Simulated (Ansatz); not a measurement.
CrN:
```cif
data_CrN
_chemical_formula_sum 'Cr1 N1'
_space_group_name_H-M_alt 'P 1'
_space_group_IT_number 1
_cell_length_a 2.64694
_cell_length_b 2.64694
_cell_length_c 2.56968
_cell_angle_alpha 90.000
_cell_angle_beta 90.000
_cell_angle_gamma 120.000
loop_
_space_group_symop_operation_xyz
  'x, y, z'
loop_
_atom_site_label
_atom_site_type_symbol
_atom_site_fract_x
_atom_site_fract_y
_atom_site_fract_z
_atom_site_occupancy
Cr1 Cr 0.66667 0.33333 0.50000 1
N1 N 0.33333 0.66667 0.00000 1
```

Relaxed with PBEsol.

### Question
Which orbitals make up the states near the Fermi level in DFT-PBEsol in the program Ansatz with PAW potentials?

### Answer
Within 0.5 eV of the Fermi level: Cr 3d 90 %, N 2p 7 %. Projections are on Löwdin-orthogonalised atomic valence shells; empty p or d shells of many metals are not among them.

### Question
Tabulate the density of states.

### Answer
States/eV per cell of 2 atoms, in 0.25 eV bins, energy from the Fermi level.

```tsv
E (eV)	total	Cr 3d	N 2p	N 2s
-7.85	1.08	0.34	0.67	0.02
-7.60	0.87	0.28	0.54	0.02
-7.35	0.73	0.23	0.45	0.02
-7.10	0.74	0.22	0.47	0.02
-6.85	0.81	0.23	0.53	0.02
-6.60	0.92	0.26	0.60	0.02
-6.35	0.94	0.27	0.61	0.02
-6.10	0.98	0.31	0.62	0.01
-5.85	1.09	0.38	0.66	0.01
-5.60	1.49	0.53	0.91	0.01
-5.35	1.88	0.64	1.18	0.01
-5.10	2.09	0.71	1.32	0.01
-4.85	1.38	0.52	0.83	0.01
-4.60	1.38	0.55	0.80	0.00
-4.35	1.69	0.70	0.96	0.00
-4.10	0.76	0.33	0.41	0.00
-3.85	0.26	0.12	0.13	0.00
-3.60	0.09	0.06	0.02	0.00
-3.35	0.32	0.23	0.08	0.00
-3.10	0.47	0.35	0.11	0.00
-2.85	0.61	0.48	0.11	0.00
-2.60	0.78	0.64	0.11	0.01
-2.35	1.67	1.49	0.11	0.01
-2.10	1.72	1.53	0.11	0.01
-1.85	1.36	1.20	0.09	0.01
-1.60	0.84	0.73	0.07	0.00
-1.35	0.30	0.26	0.03	0.00
-1.10	0.26	0.26	0.00	0.00
-0.85	0.38	0.37	0.00	0.00
-0.60	0.70	0.67	0.02	0.00
-0.35	1.23	1.16	0.05	0.01
-0.10	1.45	1.35	0.07	0.01
0.15	1.16	1.03	0.10	0.01
0.40	1.09	0.90	0.15	0.02
0.65	1.63	1.31	0.24	0.05
0.90	3.37	2.73	0.43	0.14
1.15	3.53	2.83	0.49	0.12
1.40	1.66	1.31	0.21	0.08
1.65	1.57	1.12	0.27	0.14
1.90	2.24	1.48	0.49	0.23
2.15	2.20	1.38	0.59	0.18
2.40	1.76	1.07	0.54	0.11
2.65	1.28	0.75	0.46	0.04
2.90	1.02	0.59	0.40	0.02
3.15	1.34	0.75	0.53	0.02
3.40	1.49	0.82	0.61	0.02
3.65	0.96	0.51	0.41	0.01
3.90	0.75	0.39	0.33	0.00
4.15	0.58	0.30	0.27	0.00
4.40	0.22	0.11	0.10	0.00
4.65	0.00	0.00	0.00	0.00
```

Space group P-6m2. The workflow started from a Materials Project entry (that database holds measured and hypothetical structures alike); the Crystallography Open Database copy checked does not list it. COD files the formula under space group No. 225, so this cell is another polymorph or a model. Whether it is the stable phase at ambient conditions was not checked. The PBEsol relaxation kept the symmetry of its start; of distortions, only those at the zone centre were tested. The workflow began spin-polarised and lost its moments. The cell computed holds one magnetic atom, so no antiferromagnetic order was within reach.

Potentials: the later of the program's two PAW sets.
